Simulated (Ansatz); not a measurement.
Li2CaHfF8:
```
Li2CaHfF8
1.0
   -2.49988     2.49988     5.14955
    2.49988    -2.49988     5.14955
    2.49988     2.49988    -5.14955
Li Ca Hf F
2 1 1 8
Direct
  0.75000   0.25000   0.50000
  0.00000   0.00000   0.00000
  0.50000   0.50000   0.00000
  0.25000   0.75000   0.50000
  0.49686   0.46318   0.60254
  0.53682   0.13936   0.03368
  0.86064   0.89432   0.39746
  0.10568   0.50314   0.96632
  0.23593   0.80235   0.86161
  0.19765   0.05926   0.43357
  0.94074   0.37432   0.13839
  0.62568   0.76407   0.56643
```

Relaxed with LDA.

### Question
Give the optical modes at the zone centre with their infrared activity from DFPT, plane-wave PAW LDA (Ansatz code).

### Answer
Transverse frequencies, without the LO–TO term; a row sums one degenerate level.

| ω (cm⁻¹) | degeneracy | IR ((D/Å)²/amu) | activity | symmetry |
|---|---|---|---|---|
| 118 | 2 | 2.94 | IR | E |
| 154 | 1 | 0.00 | IR-inactive | A |
| 176 | 1 | 1.05 | IR | B |
| 178 | 2 | 3.81 | IR | E |
| 211 | 1 | 1.74 | IR | B |
| 215 | 2 | 0.38 | IR | E |
| 231 | 1 | 0.00 | IR-inactive | A |
| 252 | 1 | 5.41 | IR | B |
| 277 | 1 | 1.71 | IR | B |
| 300 | 2 | 5.63 | IR | E |
| 319 | 1 | 0.00 | IR-inactive | A |
| 352 | 2 | 11.39 | IR | E |
| 363 | 1 | 4.22 | IR | B |
| 374 | 2 | 1.98 | IR | E |
| 383 | 1 | 0.04 | IR | B |
| 387 | 1 | 11.00 | IR | B |
| 389 | 1 | 0.00 | IR-inactive | A |
| 410 | 1 | 0.00 | IR-inactive | A |
| 418 | 2 | 3.42 | IR | E |
| 442 | 1 | 1.11 | IR | B |
| 460 | 1 | 1.93 | IR | B |
| 476 | 2 | 22.45 | IR | E |
| 516 | 2 | 4.68 | IR | E |
| 542 | 1 | 0.00 | IR-inactive | A |

### Question
How high does the top mode go among those that the LO–TO term moves?

### Answer
621 cm⁻¹ for q along x, 621 cm⁻¹ for q along y, 570 cm⁻¹ for q along z.

Space group I-4. The first step of the workflow began from a Materials Project structure, measured or hypothetical; the Crystallography Open Database files this formula in space group No. 82, but the cells were not matched. Whether it is the stable phase at ambient conditions was not checked. Symmetry was held in the LDA relaxation; of distortions, only those at the zone centre were tested. The run is not spin-polarised. Spin–orbit coupling is left out wherever it is not named.

Potentials: the later of the program's two PAW sets.
